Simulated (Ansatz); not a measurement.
GeRh (CsCl type, space group No. 221) under volume change, PBE (plane waves, PAW; program Ansatz), scaled uniformly.

| V (Å³/atom) | E − E(relaxed) (meV/atom) | P (GPa) |
|---|---|---|
| 13.247 | 77.6 | 21.06 |
| 13.684 | [?] | [?] |
| 14.120 | [?] | [?] |
| 14.557 | 0.0 | 0.00 |
| 14.994 | 6.8 | -4.80 |
| 15.431 | 25.2 | -8.58 |
| 15.867 | 53.0 | -11.78 |

### Question
Complete the blanks.

### Answer

- 14.120, E − E(relaxed) (meV/atom): 7.6
- 14.120, P (GPa): 5.69
- 13.684, E − E(relaxed) (meV/atom): 32.1
- 13.684, P (GPa): 12.60

### Question
What does a third-order Birch–Murnaghan fit give for V₀, B₀ and B′?

### Answer
V₀ = 14.55 Å³/atom, B₀ = 173 GPa, B′ = 5.5.

Space group Pm-3m (CsCl type). The cell is a constructed one: a structure type filled with these elements; neither database checked (COD, Materials Project) lists it. COD files the formula under space group No. 62, so this cell is another polymorph or a model. Whether it is the stable phase at ambient conditions was not checked. The PBE relaxation kept the symmetry of its start; whether a distortion lowers the energy is not shown. The run is not spin-polarised.

Potentials: the later of the program's two PAW sets.
